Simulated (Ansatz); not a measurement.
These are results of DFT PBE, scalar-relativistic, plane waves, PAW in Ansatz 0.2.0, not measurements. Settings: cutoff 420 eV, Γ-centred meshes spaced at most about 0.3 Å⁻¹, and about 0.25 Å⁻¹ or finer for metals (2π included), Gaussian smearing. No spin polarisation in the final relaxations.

Temperature and zero-point effects are left out. All come from trial cells, and lower structures may exist.

Problem. Which of these relaxed structures of SiC2 is the lowest in energy?
1.

```
Si C
1.0
     1.46191    0.84404    3.62572
    -1.46191    0.84404    3.62572
     0.00000   -1.68807    3.62572
Si C
1 2
Direct
  0.00000 0.00000 0.00000
  0.43799 0.43799 0.43799
  0.56201 0.56201 0.56201
```

2.

```
Si C
1.0
    -2.68989    3.81196    1.54224
     2.68989   -3.81196    1.54224
     2.68989    3.81196   -1.54224
Si C
2 4
Direct
  0.00000 0.50000 0.00000
  0.00000 0.00000 0.50000
  0.02247 0.93935 0.08312
  0.35623 0.93935 0.41688
  0.97753 0.06065 0.91688
  0.64377 0.06065 0.58312
```

Solution. 1. It has space group R-3m (No. 166); the next, 2, with space group Imma (No. 74), lies 0.34 eV/atom higher. Counting C atoms around Si (those within 1.25 times the shortest such distance or 1.15 times the sum of covalent radii), the lowest has Si 6 and the next has Si 4. The lowest and the next both hold C–C pairs. Even the lowest lies +0.60 eV/atom against the elements.

Cells relaxed within their symmetry can be saddle points. Some types were kept out of the candidates beforehand, so the set may lack a known form.
